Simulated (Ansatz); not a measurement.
# GdMg: one input, then a changed one

The geometry is COD entry 1522527, unchecked; take it as a test cell.

First run: DFT, PBEsol, all-electron LAPW, scalar-relativistic (Ansatz 0.2.0).

Command: `ansatz run input.yaml --threads 1 --pin off --max-ram 3072MiB --backend cpu --events-out ev --progress --plain --runs-dir out` The run took about 56 s on 1 thread of a shared machine.

```yaml
crystal:
  lattice:
    - [3.824, 0.0, 0.0]
    - [0.0, 3.824, 0.0]
    - [0.0, 0.0, 3.824]
  atoms:
    - { symbol: Gd, position: [0.0, 0.0, 0.0], spin: 7.0 }
    - { symbol: Mg, position: [0.5, 0.5, 0.5] }
magnetization:
  spin_polarized: true
kpoints:
  mp_grid: { grid: [9, 9, 9] }
scf:
  occupations: { method: fermi_dirac, width: 0.05 }
hamiltonian:
  xc: pbesol
  pseudopotentials: { kind: all_electron, lapw: { basis_error: 0.001 } }
output:
  forces: true
  stress: true
relax:
  f_tol: 0.005
  max_steps: 80
  cell: {}
```

Result: converged; relaxed volume 27.016 Å³/atom; moment 7.58 μB; 34 SCF iterations in all.

Semilocal functionals without a Hubbard term describe localised f shells poorly; where the shell is localised, the real material differs.

Spin–orbit coupling is left out, though it moves levels of the heavy atoms by tenths of an eV or more.

The input is then changed:

```diff
@@ -10,7 +10,8 @@
   spin_polarized: true
 kpoints:
-  mp_grid: { grid: [9, 9, 9] }
+  mp_grid: { grid: [14, 14, 14] }
 scf:
   occupations: { method: fermi_dirac, width: 0.05 }
+  mixing: { algorithm: anderson, beta: 0.9 }
 hamiltonian:
   xc: pbesol
```

Problem. Predict the outcome of the changed run.

Solution. It converged; energy at zero smearing 0.0 meV/atom from the first run; relaxed volume 27.021 Å³/atom; moment 7.58 μB; 36 SCF iterations in all.
